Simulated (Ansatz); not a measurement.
YGe2Rh2:
Space group I4/mmm (No. 139); a = 4.1060 Å, b = 4.1060 Å, c = 10.3142 Å, α = 90.00°, β = 90.00°, γ = 90.00°

| atom | site | symmetry | x | y | z |
|---|---|---|---|---|---|
| Y | 2a | 4/mmm | 0.0000 | 0.0000 | 0.0000 |
| Ge | 4e | 4mm | 0.0000 | 0.0000 | 0.3781 |
| Rh | 4d | -4m2 | 0.0000 | 0.5000 | 0.2500 |
(The calculation used a cell of 5 atoms; values per cell refer to that cell.)

Relaxed with r²SCAN.

Task: Which orbitals make up the states near the Fermi level in DFT-r²SCAN in the program Ansatz with PAW potentials?

Result: Within 0.5 eV of the Fermi level: Rh 4d 43 %, Y 4d 28 %, Ge 4p 21 %. Projections are on Löwdin-orthogonalised atomic valence shells; empty p or d shells of many metals are not among them.

Task: Tabulate the density of states.

Result: States/eV per cell of 5 atoms, in 0.25 eV bins, energy from the Fermi level.

```csv
E (eV),total,Rh 4d,Y 4d,Ge 4p
-7.85,0.00,0.00,0.00,0.00
-7.60,0.00,0.00,0.00,0.00
-7.35,0.00,0.00,0.00,0.00
-7.10,0.00,0.00,0.00,0.00
-6.85,0.00,0.00,0.00,0.00
-6.60,0.01,0.00,0.00,0.00
-6.35,0.23,0.08,0.02,0.10
-6.10,1.17,0.50,0.05,0.48
-5.85,3.00,1.06,0.13,1.33
-5.60,3.45,1.18,0.18,1.52
-5.35,2.99,1.37,0.13,1.15
-5.10,3.52,1.74,0.14,1.32
-4.85,3.21,1.96,0.14,0.98
-4.60,4.79,2.75,0.22,1.64
-4.35,2.72,1.82,0.11,0.69
-4.10,6.08,3.85,0.39,1.55
-3.85,8.27,5.79,0.40,1.65
-3.60,7.02,5.21,0.37,1.06
-3.35,4.51,3.19,0.26,0.81
-3.10,5.79,4.28,0.33,0.92
-2.85,4.29,3.17,0.22,0.69
-2.60,5.54,4.24,0.29,0.76
-2.35,6.67,5.68,0.24,0.53
-2.10,5.13,4.31,0.18,0.45
-1.85,5.70,4.71,0.19,0.54
-1.60,2.90,2.05,0.22,0.46
-1.35,3.55,2.17,0.52,0.59
-1.10,2.25,1.10,0.39,0.54
-0.85,1.91,0.86,0.38,0.47
-0.60,1.84,0.73,0.51,0.39
-0.35,1.75,0.65,0.53,0.36
-0.10,2.00,0.77,0.60,0.44
0.15,2.57,1.29,0.62,0.51
0.40,3.00,1.38,0.82,0.64
0.65,3.51,1.79,0.79,0.69
0.90,2.57,1.07,0.72,0.53
1.15,1.94,0.63,0.68,0.43
1.40,1.71,0.46,0.70,0.37
1.65,1.30,0.30,0.60,0.28
1.90,1.23,0.23,0.68,0.21
2.15,1.28,0.20,0.71,0.22
2.40,2.34,0.32,1.20,0.37
2.65,2.61,0.32,1.35,0.44
2.90,2.50,0.26,1.36,0.42
3.15,2.81,0.25,1.69,0.38
3.40,3.77,0.29,2.27,0.43
3.65,4.26,0.30,2.72,0.48
3.90,4.75,0.30,2.90,0.67
4.15,4.36,0.31,2.38,0.78
4.40,3.10,0.28,1.33,0.74
4.65,1.76,0.15,0.73,0.46
```

The workflow started from a Materials Project entry (that database holds measured and hypothetical structures alike); the Crystallography Open Database files this formula in space group No. 139, but the cells were not matched. Its standing as an ambient phase is unchecked. Symmetry was held in the r²SCAN relaxation; whether a distortion lowers the energy is not shown. No spin polarisation was allowed. Spin–orbit coupling is left out wherever it is not named.

Potentials: the later of the program's two PAW sets.
